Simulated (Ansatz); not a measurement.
**Mg2GeN3: relaxed-ion elastic tensor**

Theory: Ansatz 0.2.0, DFT PBE, scalar-relativistic, plane waves, PAW. Settings: 420 eV plane-wave cutoff, Γ-centred 12×12×4 mesh, Gaussian smearing of 0.10 eV. No spin polarisation.

The cell, relaxed at this level:
```xyz
6
Lattice="3.0032 0.0000 0.0000 -1.5016 2.6009 0.0000 0.0000 0.0000 7.7285" Properties=species:S:1:pos:R:3 pbc="T T T"
Mg    0.0000    1.7339    5.1581
Mg    1.5016    0.8670    2.5704
Ge    0.0000    0.0000    0.0000
N     0.0000    1.7339    1.1115
N     1.5016    0.8670    6.6170
N     0.0000    0.0000    3.8643
```

It was reached by relaxing an invented guess, and it needn't be the stable form of this composition. In a metal, frequencies and elastic constants depend on the k mesh and the smearing, soft modes and shear constants most.

**Question.** Give the relaxed-ion elastic constants (GPa, Voigt order xx yy zz yz xz xy, on the Cartesian axes of the cell above).

**Answer.**
```
254.9 128.6  97.6   7.4   0.0   0.0
128.6 254.9  97.6  -7.4   0.0   0.0
 97.6  97.6 272.8   0.0   0.0   0.0
  7.4  -7.4   0.0  92.4   0.0   0.0
  0.0   0.0   0.0   0.0  92.4   7.4
  0.0   0.0   0.0   0.0   7.4  63.2
```

**Question.** Is the crystal stable against homogeneous strain?

**Answer.** Yes: the least eigenvalue of the tensor is 61.4 GPa.

**Question.** And the moduli of a polycrystal (Hill averages)?

**Answer.** B = 159 GPa, G = 79 GPa, E = 202 GPa, ν = 0.29.
